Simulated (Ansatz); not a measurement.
## Trial structures of La4HfO: starts and ends

Method: Ansatz 0.2.0, DFT PBE, scalar-relativistic, plane waves, PAW. Settings: cutoff 420 eV, Γ-centred meshes spaced at most about 0.3 Å⁻¹, and about 0.25 Å⁻¹ or finer for metals (2π included), Gaussian smearing. No spin polarisation in the final relaxations.

Each guess was relaxed in cell and atoms at zero pressure, within the symmetry of its start. These are static total energies at zero pressure. Coordination counts Hf or La atoms around O (for each partner element, those within 1.25 times its shortest distance or 1.15 times the sum of covalent radii, where it is the nearest in units of that sum or under 1.3; the shortest distance is added where it is long for a bond).

```tsv
guess	made from	start group	V start (Å³/atom)	end group	V end (Å³/atom)	coordination at the end	gap on mesh (eV)	E over the lowest end (meV/atom)
1	random cell	F-43m	26.5	F-43m	37.4	O 4	0	810
2	TbCeO4 type	P4/mmm	22.3	P4/mmm	28.6	O 8	0	356
3	HfZrB4 type	Pmmm	22.8	?	?	?	?	?
4	TbNi4Au type	F-43m	24.3	F-43m	29.7	O 12 from 3.7 Å	0	1217
5	Hf4AgPd type	P4/mmm	26.5	P4/mmm	26.9	O 8	0	0
```

Guess 3 as it starts:

```yaml
crystal:
  lattice:
    - [4.13553, 0.00000, 0.00000]
    - [0.00000, 4.61739, 0.00000]
    - [0.00000, 0.00000, 7.16469]
  atoms:
    - { symbol: La, position: [0.00000, 0.50000, 0.66842] }
    - { symbol: La, position: [0.50000, 0.50000, 0.16513] }
    - { symbol: La, position: [0.50000, 0.50000, 0.83487] }
    - { symbol: La, position: [0.00000, 0.50000, 0.33158] }
    - { symbol: Hf, position: [0.50000, 0.00000, 0.50000] }
    - { symbol: O, position: [0.00000, 0.00000, 0.00000] }
```

Question: Fill in the missing row: what does this guess relax into, and where does it rank?

Answer: It ends in space group Pmmm (No. 47), with a = 3.327 Å, b = 6.913 Å, c = 8.176 Å, 31.3 Å³/atom and no gap. It lies 230 meV/atom over the lowest end, above guess 5 and below guess 2. Counting Hf or La atoms around O, this end has O 4 and the lowest (guess 5) has O 8.

```cif
data_structure
_symmetry_space_group_name_H-M 'P 1'
_symmetry_Int_Tables_number 1
_cell_length_a 3.3268
_cell_length_b 6.9132
_cell_length_c 8.1756
_cell_angle_alpha 90.000
_cell_angle_beta 90.000
_cell_angle_gamma 90.000
_cell_volume 188.03
loop_
_atom_site_label
_atom_site_type_symbol
_atom_site_fract_x
_atom_site_fract_y
_atom_site_fract_z
_atom_site_occupancy
La1 La 0.50000 0.00000 0.78475 1
La2 La 0.50000 0.50000 0.19212 1
La3 La 0.50000 0.50000 0.80788 1
La4 La 0.50000 0.00000 0.21525 1
Hf1 Hf 0.00000 0.50000 0.50000 1
O1 O 0.00000 0.00000 0.00000 1
```

Energies over the elements count from the elements' standard structures at the same level (O₂ as a molecule), with no fitted energy shifts.

Question: Is the lowest end bound against the elements?

Answer: Yes: its formation energy is −0.49 eV/atom. Whether it is stable depends on the other phases of the system, which aren't compared here.

Spin–orbit coupling, which can matter for Hf, is left out. A magnetic state wasn't ruled out in cells without spin, among them P4/mmm at 26.9 Å³/atom, P4/mmm at 28.6 Å³/atom, F-43m at 37.4 Å³/atom, F-43m at 29.7 Å³/atom. Cells relaxed within their symmetry can be saddle points. A lower structure may well exist outside this small set. Some structure types and database cells were kept out of the candidates from the start, so a known form may be missing.
